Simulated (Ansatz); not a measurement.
All numbers below come from Ansatz, DFT, m-r2SCAN, plane waves (500 eV) with PAW, scalar-relativistic. (PAW data from PBE, frozen cores regenerated.)

An element in the dhcp structure gives this curve. The cell is scaled uniformly from the relaxed one, with fractional coordinates and shape fixed. Energies are extrapolated to zero smearing, pressures are those at the given smearing. Magnetic state: non-magnetic.

```
V (Å³/atom)  E − E₀ (meV/atom)  P (GPa)
     12.093              223.7    49.72
     12.642               90.5    28.98
     13.192               20.5    12.72
     13.742                0.0    -0.01
     14.291               18.1    -9.95
     14.841               66.5   -17.68
     15.391              138.3   -23.65
```

Task: Which element is it?
A. titanium
B. rhodium
C. platinum
D. chromium

Result: B. Its fit is V₀ = 13.74 Å³/atom, B₀ = 281 GPa, B₀′ = 5.2.

m-r²SCAN is r²SCAN on the gauge-invariant kinetic-energy density; without spin polarisation the two are equal.
